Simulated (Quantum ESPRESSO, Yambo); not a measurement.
LiBr (rock salt, space group Fm-3m, No. 225) under isotropic strain (on all lattice vectors), counted from the cell relaxed with PBEsol, atoms relaxed at each step. PBEsol (Quantum ESPRESSO, PseudoDojo norm-conserving, 74 Ry, no spin-orbit coupling); G0W0 in Yambo (4×4×4 Γ-centred k mesh, bands 2 to 147 and a 14 Ry block in the screening, 147 bands in G with the Bruneval-Gonze terminator, plasmon pole fitted at 27.2 eV).

| strain s (%) | PBEsol direct gap at Γ (eV) | G0W0 direct gap at Γ (eV) |
|---|---|---|
| -3 | ? | ? |
| -1.5 | 5.208 | 7.622 |
| -0.7 | 5.088 | 7.499 |
| 0 | 4.989 | 7.413 |
| +1 | 4.854 | 7.279 |
| +2 | 4.727 | 7.154 |

Fit a parabola in s to each column by least squares and predict the withheld row.

PBEsol: E = 4.989 − 0.1395 s + 0.0043 s² (largest residual 0 meV), giving 5.446 eV at s = -3; the run gave 5.450 eV, a miss of 4 meV. G0W0: E = 7.409 − 0.1347 s + 0.0037 s² (largest residual 6 meV), giving 7.846 eV at s = -3; the run gave 7.853 eV, a miss of 7 meV. The withheld row lies outside the fitted range, so this is an extrapolation. The GW settings are held fixed; their convergence isn't established. The screening block changes size along the series (229 vectors at -3 %, 259 vectors at -1.5 %, 283 vectors at -0.7 %, 283 vectors at +0 %, 283 vectors at +1 %, 283 vectors at +2 %), which puts steps into the G0W0 values. Spin-orbit splittings are left out.
